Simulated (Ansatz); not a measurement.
Here is an unrelaxed guess for Rb₃Li₂.

```
CELL_PARAMETERS angstrom
5.65905 0.00000 0.00000
0.00000 5.65905 0.00000
0.00000 0.00000 5.65905
ATOMIC_POSITIONS crystal
Rb 0.50000 0.00000 0.00000
Rb 0.00000 0.50000 0.00000
Rb 0.00000 0.00000 0.50000
Li 0.50000 0.50000 0.50000
Li 0.00000 0.00000 0.00000
```

Theory: DFT PBE, scalar-relativistic, plane waves, PAW in Ansatz 0.2.0. Settings: cutoff 420 eV, Γ-centred mesh 4×4×4 on the computed 5-atom cell, Gaussian smearing of 0.10 eV; no spin polarisation.

Formation energies are uncorrected and refer to the elements' standard structures at the same level.

Question: How far from equilibrium is it?

Answer: The pressure is 6.4 GPa (it wants to expand), the largest force is 0.00 eV/Å (symmetry fixes the atoms), and the energy is +0.76 eV/atom against the elements. The shortest distance is 2.83 Å.

Question: Is it a good guess?

Answer: A rough one: relaxing gains about 0.46 eV/atom (the start's value is from the coarse mesh, so the gain is rough) in 11 ionic steps and ends at +0.30 eV/atom on the finer mesh. The symmetry stays Pm-3m (No. 221). The volume per atom grows by 102.6 %, from 36.2 to 73.4 Å³. The shortest distance goes from 2.83 Å (Rb–Li) to 3.58 Å (Rb–Li). Conventional cell: a = 7.161 Å. Around Rb lie 2 Li at 3.58 Å, 4 Li at 5.06 Å and 8 Rb at 5.06 Å; around Li on its first site lie 12 Rb at 5.06 Å (long contacts); Li on its second site is surrounded by 6 Rb at 3.58 Å.

The last run used a 6×6×6 mesh for its 5-atom cell and Gaussian smearing of 0.10 eV. The relaxation can't lower the symmetry of the start, and the grade says only how near the guess is to its own end. Symmetry constrained the relaxation, so the result can be a saddle point.
